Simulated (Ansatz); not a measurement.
TiSi₂ in space group Cmcm (No. 63; Ti on 4c, Si on 4c, Si on 4c) at seven volumes, the program Ansatz at the LDA level (PAW), shape and atoms relaxed at each. One row is withheld.

| V (Å³/atom) | P (GPa) |
|---|---|
| 12.377 | 16.60 |
| 12.785 | 10.17 |
| 13.193 | 4.70 |
| 13.601 | 0.01 |
| 14.009 | -3.97 |
| 14.417 | -7.35 |
| 14.825 | ? |

**Question.** Fit the shown pressures and predict the withheld one.

**Answer.** Third-order Birch–Murnaghan: P = (3/2)B₀(x^(7/2) − x^(5/2))[1 + (3/4)(B′ − 4)(x − 1)] with x = (V₀/V)^(2/3). Least squares on the six rows gives V₀ = 13.603 Å³/atom, B₀ = 143.4 GPa, B′ = 4.30. At V = 14.825, x = 0.9443 and P = -10.26 GPa. The run itself gave -10.26 GPa.

The LDA relaxation kept the symmetry of its start. No spin polarisation was allowed.

Potentials: the earlier of the program's two PAW sets. The files were generated under PBE; for other functionals the program regenerates the frozen cores, and for LDA and PBEsol the local potential too.
